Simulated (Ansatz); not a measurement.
The start is a relaxed Cu cell displaced along its unstable phonon at q = Γ (63i cm⁻¹), largest move 0.15 Å. Cell shape, volume and atoms are optimised at zero target pressure with r2SCAN (plane waves to 500 eV, PAW, scalar-relativistic; Ansatz, an electronic-structure program). The first steps use a coarse 15×15×4 k-mesh.

Input geometry:
```yaml
crystal:
  lattice:
    - [2.48861, 0.00000, 0.00000]
    - [-1.24431, 2.15520, 0.00000]
    - [0.00000, 0.00000, 8.95132]
  atoms:
    - { symbol: Cu, position: [0.36813, 0.73627, 0.11648] }
    - { symbol: Cu, position: [0.63187, 0.26373, 0.61648] }
    - { symbol: Cu, position: [0.70147, 0.40293, 0.88352] }
    - { symbol: Cu, position: [0.29853, 0.59707, 0.38352] }
```

Task: Which atoms feel the largest initial force, and how large is it?

Result: 0.16 eV/Å, on Cu1, Cu2, Cu3, Cu4 (atoms numbered as listed).

Task: By how much does the energy per atom fall from start to end?

Result: 0.14 eV/atom.

Task: How does the volume change?

Result: -4.5 %, from 12.00 to 11.46 Å³/atom.

Task: Does it find its way back to the structure it was made from?

Result: It does not go back: it reaches P6₃/mmc (No. 194), AFLOW prototype A_hP4_194_ac (A3', as in La), 0.15 eV/atom below the parent.

Task: How do the shortest distances between atoms change?

Result: The closest pairs of elements (up to four, under 3.6 Å), start → end: Cu–Cu 2.41 → 2.53 Å.

Task: What band gap does the relaxed structure have at this level?

Result: Zero (metallic).

Task: Write out the relaxed structure.

Result: 
```cif
data_Cu4
_chemical_formula_sum 'Cu4'
_space_group_name_H-M_alt 'P63/mmc'
_space_group_IT_number 194
_space_group_name_Hall '-P 6c 2c'
_cell_length_a 2.52581
_cell_length_b 2.52581
_cell_length_c 8.29890
_cell_angle_alpha 90.000
_cell_angle_beta 90.000
_cell_angle_gamma 120.000
loop_
_atom_site_label
_atom_site_type_symbol
_atom_site_symmetry_multiplicity
_atom_site_Wyckoff_symbol
_atom_site_fract_x
_atom_site_fract_y
_atom_site_fract_z
_atom_site_occupancy
Cu1 Cu 2 a 0.00000 0.00000 0.00000 1
Cu2 Cu 2 d 0.66667 0.33333 0.25000 1
```

Final values are on a 21×21×6 k-mesh of the relaxed cell. No spin polarisation in the result.

The run could not lose the symmetry of its start: the end is stationary, and may be a saddle point rather than a minimum.

The relaxed structure here is a generated cell of Cu: the first start was made by placing the elements on the sites of a structure type, and the end was not matched to a known phase here, so it may be hypothetical. Known forms of Cu include space group No. 225.
